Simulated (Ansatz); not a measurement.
Mg2O:
```xyz
3
Lattice="1.5173 0.8760 4.9952 -1.5173 0.8760 4.9952 0.0000 -1.7520 4.9952" Properties=species:S:1:pos:R:3 pbc="T T T"
Mg     0.0000     0.0000    11.2241
Mg     0.0000     0.0000     3.7614
O      0.0000     0.0000     0.0000
```

Relaxed with r²SCAN+D4.

Map the electron localisation function on the plane through (0.749, 0.749, 0.749) spanned by u = [1, -1, 0] and v = [1, 1, -1] in lattice vectors, from r²SCAN+D4 (plane waves, PAW; program Ansatz).

x is the fraction of u, y of v (the angle between them is 90°; rows are the nearest grid lines); atoms in the plane: Mg at (0.00, 0.00), Mg at (0.00, 0.50), O at (0.50, 0.75).
```
y \ x   0.000  0.0625  0.188  0.250  0.375  0.438  0.562  0.625  0.750  0.812  0.938   1.00
------  -----  ------  -----  -----  -----  -----  -----  -----  -----  -----  -----  -----
1.00    0.074   0.135  0.337  0.101  0.077  0.142  0.142  0.077  0.101  0.337  0.135  0.074
0.935   0.311   0.340  0.150  0.044  0.311  0.420  0.420  0.311  0.044  0.150  0.340  0.311
0.839   0.025   0.035  0.409  0.698  0.824  0.814  0.814  0.824  0.698  0.409  0.035  0.025
0.774   0.067   0.133  0.676  0.799  0.733  0.491  0.491  0.733  0.799  0.676  0.133  0.067
0.677   0.032   0.053  0.517  0.739  0.822  0.792  0.792  0.822  0.739  0.517  0.053  0.032
0.613   0.216   0.168  0.050  0.179  0.684  0.730  0.730  0.684  0.179  0.050  0.168  0.216
0.548   0.202   0.259  0.249  0.055  0.166  0.265  0.265  0.166  0.055  0.249  0.259  0.202
0.452   0.250   0.298  0.253  0.061  0.163  0.306  0.306  0.163  0.061  0.253  0.298  0.250
0.387   0.161   0.129  0.050  0.103  0.580  0.665  0.665  0.580  0.103  0.050  0.129  0.161
0.323   0.202   0.237  0.500  0.649  0.776  0.795  0.795  0.776  0.649  0.500  0.237  0.202
0.226   0.600   0.616  0.706  0.752  0.805  0.816  0.816  0.805  0.752  0.706  0.616  0.600
0.161   0.068   0.077  0.274  0.502  0.743  0.772  0.772  0.743  0.502  0.274  0.077  0.068
0.0645  0.315   0.344  0.197  0.050  0.220  0.377  0.377  0.220  0.050  0.197  0.344  0.315
0.000   0.074   0.135  0.337  0.101  0.077  0.142  0.142  0.077  0.101  0.337  0.135  0.074
```

The density is the valence pseudo-density with augmentation charge, so density and ELF within about 1 Å of a nucleus are not all-electron values.

Space group R-3m. The start of the workflow was typed in or built on a structure type; neither database checked (COD, Materials Project) lists it. Whether it is the stable phase at ambient conditions was not checked. The r²SCAN+D4 relaxation kept the symmetry of its start; whether a distortion lowers the energy is not shown. The volume moved by -17 % from the start of the relaxation.

Potentials: the earlier of the program's two PAW sets. The files were generated under PBE; for other functionals the program regenerates the frozen cores, and for LDA and PBEsol the local potential too.
